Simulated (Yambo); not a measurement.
A G0W0@PBEsol run in Yambo for RhCuO₂ (space group R-3m, No. 166) under isotropic strain of -3 % on all lattice vectors (4×4×4 Γ-centred k mesh, bands 9 to 101 and a 8 Ry block in the screening, 101 bands in G with the Bruneval-Gonze terminator, plasmon pole fitted at 27.2 eV) gives these matrix elements, in eV, at the band edges (F → (0.25, -0.5, -0.5)):

```tsv
state	E0	<Vxc>	<Σx>	<Σc(E0)>	Z
valence edge	0.000	-26.018	-31.052	4.966	0.761
conduction edge	1.340	-23.563	-19.482	-3.118	0.778
```

Problem. Solve the linearised quasiparticle equation for both states, give the gap, and say how exchange and correlation each act on it.

Solution. E = E0 + Z(Σx + Σc − Vxc). Valence: 0.000 + 0.761 × (-31.052 + (4.966) − (-26.018)) = -0.05 eV. Conduction: 1.340 + 0.778 × (-19.482 + (-3.118) − (-23.563)) = 2.09 eV. The gap is 2.14 eV, against 1.34 eV in PBEsol. Replacing Vxc by bare exchange alone would open it by 9.12 eV; correlation takes back 8.08 eV of that, and Z scales what is left. Convergence of the G0W0 settings was not tested. Oxides, nitrides and fluorides with a shallow 3d shell are known to need far more bands and larger blocks. The mesh misses a band edge: along a dense path the PBEsol gap is 0.84 eV against 1.34 eV on the mesh. Spin-orbit splittings are left out. The 3d shell has no Hubbard U; the runs are without spin polarisation, and magnetic order was not tried.

Geometry strained from the cell relaxed with PBEsol, atoms relaxed again; primitive cell a = 5.7325 Å, b = 5.7325 Å, c = 5.7325 Å, α = 30.12°, β = 30.12°, γ = 30.12°.
